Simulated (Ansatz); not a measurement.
Ag:
```xyz
1
Lattice="0.0000 2.0524 2.0524 2.0524 0.0000 2.0524 2.0524 2.0524 0.0000" Properties=species:S:1:pos:R:3 pbc="T T T"
Ag     0.0000     0.0000     0.0000
```

Relaxed with r²SCAN. Special points in fractions of this cell's reciprocal vectors: Γ (0.000, 0.000, 0.000); X (0.500, 0.000, 0.500); U (0.625, 0.250, 0.625); K (0.375, 0.375, 0.750); L (0.500, 0.500, 0.500); W (0.500, 0.250, 0.750).

Task: List the band energies nearest the Fermi level at these points for r²SCAN in the plane-wave PAW code Ansatz.

Result: In eV from the Fermi level; about four levels below and three above (degenerate sets whole), none deeper than 8.9 eV; … stands for higher levels left out; points with the same levels are listed once.

```
k                          below        above
-  -----------------------------  -----------
Γ  -5.20 -5.20 -5.20 -4.18 -4.18      16.26 …
X        -6.69 -3.43 -3.18 -3.18  1.65 6.76 …
U        -5.95 -4.46 -3.96 -3.46  4.33 5.33 …
L  -5.23 -5.23 -3.39 -3.39 -0.38       3.53 …
W        -5.45 -5.45 -4.17 -3.17  6.04 6.04 …
```

Space group Fm-3m (fcc (Cu type)). The r²SCAN relaxation kept the symmetry of its start. No spin polarisation was allowed. Scalar-relativistic: spin–orbit coupling is off unless named, which matters more the heavier the elements.

Potentials: the earlier of the program's two PAW sets.
